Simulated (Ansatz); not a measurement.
CuPd:
```yaml
crystal:
  lattice:
    - [2.97975, 0.00000, 0.00000]
    - [0.00000, 2.97975, 0.00000]
    - [0.00000, 0.00000, 2.97975]
  atoms:
    - { symbol: Cu, position: [0.00000, 0.00000, 0.00000] }
    - { symbol: Pd, position: [0.50000, 0.50000, 0.50000] }
```

Relaxed with r²SCAN. Special points in fractions of this cell's reciprocal vectors: Γ (0.000, 0.000, 0.000); X (0.000, 0.500, 0.000); M (0.500, 0.500, 0.000); R (0.500, 0.500, 0.500).

**Question.** List the band energies nearest the Fermi level at these points for DFT-r²SCAN in the program Ansatz with PAW potentials.

**Answer.** In eV from the Fermi level; about four levels below and three above (degenerate sets whole), none deeper than 8.9 eV; … stands for higher levels left out; points with the same levels are listed once.

```json
[
 {"k": "Γ", "below": "-1.16 -1.16 -0.14 -0.14 -0.14", "above": "…"},
 {"k": "X", "below": "-1.97 -1.97 -1.60 -1.08 -0.58", "above": "1.22 …"},
 {"k": "M", "below": "-1.34 -1.31 -1.05 -0.28", "above": "0.03 0.03 1.04 1.04"},
 {"k": "R", "below": "-1.29 -1.29 -0.23 -0.23", "above": "6.96 …"}
]
```

Space group Pm-3m (CsCl type). The first step of the workflow began from a Materials Project structure, measured or hypothetical; the Crystallography Open Database files this formula in space group No. 221, but the cells were not matched. Whether it is the stable phase at ambient conditions was not checked. The cell was relaxed with r²SCAN under the symmetry of its start; whether a distortion lowers the energy is not shown. The run is not spin-polarised. Scalar-relativistic: spin–orbit coupling is off unless named, which matters more the heavier the elements.

Potentials: the later of the program's two PAW sets.
